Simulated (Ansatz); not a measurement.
## Two states of La₂NiO₄

```
La Ni O
1.0
    -1.96490    1.96490    6.42952
     1.96490   -1.96490    6.42952
     1.96490    1.96490   -6.42952
La Ni O
2 1 4
Direct
  0.36250 0.36250 0.00000
  0.63750 0.63750 0.00000
  0.00000 0.00000 0.00000
  0.50000 0.00000 0.50000
  0.00000 0.50000 0.50000
  0.17970 0.17970 0.00000
  0.82030 0.82030 0.00000
```

The numbers come from plane-wave PAW DFT (Ansatz): r2SCAN, with U_eff = 5.15 eV on Ni d (all-electron-ortho-atomic projectors), 500 eV, 6×6×6 Γ-centred k points, fermi-dirac occupations (width 0.1 eV). Nothing was relaxed.

State A: Ni3 up (collinear spin). State B: no moments (no spin polarisation).

Problem. Compare the two self-consistent states.

Solution. State A is lower by 257.4 meV an atom at zero smearing.

```csv
state,free energy (meV/atom),largest moment in a small sphere (μB),net moment (μB/cell),gap on mesh (eV),pressure (GPa),largest force (eV/Å)
A,0.0,1.72,2.00,0.67,-5.8,0.28
B,257.0,0.00,0.00,0.55,-8.9,1.00
```

Origin: a database entry at a rescaled volume. Caveats: gaps of Fe, Co and Ni magnets come out low on these datasets.
